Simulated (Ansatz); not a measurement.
Sb2Mo:
```
CELL_PARAMETERS angstrom
      1.71240    -6.43642     0.00000
      1.71240     6.43642     0.00000
      0.00000     0.00000     5.93750
ATOMIC_POSITIONS crystal
  Mo 0.90194 0.09806 0.50005
  Mo 0.09806 0.90194 0.00005
  Sb 0.56077 0.43923 0.36030
  Sb 0.43923 0.56077 0.86030
  Sb 0.29230 0.70770 0.21467
  Sb 0.70770 0.29230 0.71467
```

Relaxed with r²SCAN. Special points in fractions of this cell's reciprocal vectors: Γ (0.000, 0.000, 0.000); Y (-0.500, 0.500, 0.000); C0 (-0.268, 0.732, 0.000); Σ0 (0.268, 0.268, 0.000); Z (0.000, 0.000, 0.500); A0 (0.268, 0.268, 0.500); E0 (-0.268, 0.732, 0.500); T (-0.500, 0.500, 0.500); S (0.000, 0.500, 0.000); R (0.000, 0.500, 0.500).

### Question
List the band energies nearest the Fermi level at these points for DFT-r²SCAN in the program Ansatz with PAW potentials.

### Answer
In eV from the Fermi level; about four levels below and three above (degenerate sets whole), none deeper than 8.9 eV; points with the same levels are listed once.

| k | below | above |
|---|---|---|
| Γ | -1.13 -1.04 -0.86 -0.46 | 0.20 0.26 1.80 |
| Y | -1.22 -0.39 -0.17 -0.08 | 0.07 0.44 0.62 |
| C0 | -2.63 -1.77 -1.25 -0.16 | 1.25 1.35 1.52 |
| Z | -0.62 -0.62 -0.18 -0.18 | 0.26 0.26 3.02 3.02 |
| A0 | -2.10 -2.10 -0.89 -0.89 | 1.41 1.41 1.74 1.74 |
| T | -1.41 -1.41 -0.61 -0.61 | 0.35 0.35 2.34 2.34 |
| S | -2.47 -2.41 -0.95 -0.16 | 0.83 1.43 1.63 |
| R | -2.00 -2.00 -0.77 -0.77 | 1.14 1.14 1.83 1.83 |

Space group Cmc2_1. The start of the workflow was typed in or built on a structure type; neither database checked (COD, Materials Project) lists it. Its standing as an ambient phase is unchecked. The cell was relaxed with r²SCAN under the symmetry of its start; whether a distortion lowers the energy is not shown. The run is not spin-polarised. The volume moved by -16 % from the start of the relaxation. Spin–orbit coupling is left out wherever it is not named.

Potentials: the later of the program's two PAW sets.
